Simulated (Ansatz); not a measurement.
Ba$_{2}$YHO$_{3}$:
```
CELL_PARAMETERS angstrom
     -2.08338     2.18863     6.87940
      2.08338    -2.18863     6.87940
      2.08338     2.18863    -6.87940
ATOMIC_POSITIONS crystal
  Y  0.00000 0.00000 0.00000
  O  0.50000 0.00000 0.50000
  H  0.00000 0.50000 0.50000
  O  0.16374 0.16374 0.00000
  O  0.83626 0.83626 0.00000
  Ba 0.34784 0.34784 0.00000
  Ba 0.65216 0.65216 0.00000
```

Relaxed with r²SCAN.

Problem. Map the valence electron density (e/Å³), cut off at 1 on the plane through (0.000, 0.000, 0.000) spanned by u = [1, 1, 0] and v = [0, 1, 1] in lattice vectors, from r²SCAN in the plane-wave PAW code Ansatz.

Solution. x is the fraction of u, y of v (the angle between them is 90°; rows are the nearest grid lines); atoms in the plane: Y at (0.00, 0.00), O at (0.50, 0.50), H at (0.00, 0.50), O at (0.16, 0.00), O at (0.84, 0.00), Ba at (0.35, 0.00), Ba at (0.65, 0.00).
```
y \ x   0.000  0.100  0.175  0.275  0.375  0.450  0.550  0.625  0.725  0.825  0.900   1.00
------  -----  -----  -----  -----  -----  -----  -----  -----  -----  -----  -----  -----
1.00     1.00  0.673   1.00  0.756  0.807  0.162  0.162  0.807  0.756   1.00  0.673   1.00
0.905    1.00  0.465   1.00  0.587   1.00  0.135  0.135   1.00  0.587   1.00  0.465   1.00
0.857    1.00  0.313   1.00  0.419   1.00  0.116  0.116   1.00  0.419   1.00  0.313   1.00
0.762   0.627  0.123  0.307  0.149  0.629  0.139  0.139  0.629  0.149  0.307  0.123  0.627
0.714   0.348  0.080  0.148  0.081  0.293  0.212  0.212  0.293  0.081  0.148  0.080  0.348
0.619   0.574  0.049  0.045  0.026  0.069  0.609  0.609  0.069  0.026  0.045  0.049  0.574
0.524    1.00  0.046  0.024  0.016  0.039   1.00   1.00  0.039  0.016  0.024  0.046   1.00
0.476    1.00  0.046  0.024  0.016  0.039   1.00   1.00  0.039  0.016  0.024  0.046   1.00
0.381   0.574  0.049  0.045  0.026  0.069  0.609  0.609  0.069  0.026  0.045  0.049  0.574
0.286   0.348  0.080  0.148  0.081  0.293  0.212  0.212  0.293  0.081  0.148  0.080  0.348
0.238   0.627  0.123  0.307  0.149  0.629  0.139  0.139  0.629  0.149  0.307  0.123  0.627
0.143    1.00  0.313   1.00  0.419   1.00  0.116  0.116   1.00  0.419   1.00  0.313   1.00
0.0952   1.00  0.465   1.00  0.587   1.00  0.135  0.135   1.00  0.587   1.00  0.465   1.00
0.000    1.00  0.673   1.00  0.756  0.807  0.162  0.162  0.807  0.756   1.00  0.673   1.00
```

The density is the valence pseudo-density with augmentation charge, so density and ELF within about 1 Å of a nucleus are not all-electron values.

Space group Immm. The start of the workflow was typed in or built on a structure type; neither database checked (COD, Materials Project) lists it. Whether it is the stable phase at ambient conditions was not checked. The r²SCAN relaxation kept the symmetry of its start; its stability against distortions is not shown here. The run is not spin-polarised. Spin–orbit coupling is left out wherever it is not named.

Potentials: the earlier of the program's two PAW sets. The files were generated under PBE; for other functionals the program regenerates the frozen cores, and for LDA and PBEsol the local potential too.
